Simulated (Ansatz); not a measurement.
Ta2O5:
Space group Pmmn, origin choice 1 (No. 59); a = 3.8362 Å, b = 13.0034 Å, c = 3.8764 Å, α = β = γ = 90.00°

| atom | site | symmetry | x | y | z |
|---|---|---|---|---|---|
| Ta | 4e | m.. | 0.0000 | 0.1459 | 0.0300 |
| O | 4e | m.. | 0.5000 | 0.1851 | 0.0027 |
| O | 4e | m.. | 0.0000 | 0.1493 | 0.5095 |
| O | 2a | mm2 | 0.0000 | 0.0000 | 0.0063 |

Relaxed with r²SCAN.

**Question.** Tabulate the valence density and the electron localisation function along the shortest Ta–O contact (1.86 Å), the program Ansatz at the r²SCAN level (PAW).

**Answer.** 

```tsv
distance from Ta (Å)	density (e/Å³)	ELF
0.19	3.78	0.12
0.28	4.32	0.30
0.37	4.57	0.52
0.46	4.37	0.66
0.56	3.78	0.70
0.65	2.97	0.65
0.74	2.19	0.49
0.84	1.57	0.31
0.93	1.23	0.25
1.02	1.20	0.34
1.12	1.43	0.56
1.21	1.92	0.74
1.30	2.72	0.80
1.39	3.84	0.78
1.49	5.10	0.70
1.58	6.25	0.57
1.67	7.08	0.39
```

The density is the valence pseudo-density with augmentation charge, so density and ELF within about 1 Å of a nucleus are not all-electron values.

The first step of the workflow began from a Materials Project structure, measured or hypothetical; the Crystallography Open Database copy checked does not list it. COD files the formula under space group No. 49, so this cell is another polymorph or a model. Whether it is the stable phase at ambient conditions was not checked. The r²SCAN relaxation kept the symmetry of its start; whether a distortion lowers the energy is not shown. The run is not spin-polarised. Scalar-relativistic: spin–orbit coupling is off unless named, which matters more the heavier the elements.

Potentials: the later of the program's two PAW sets.
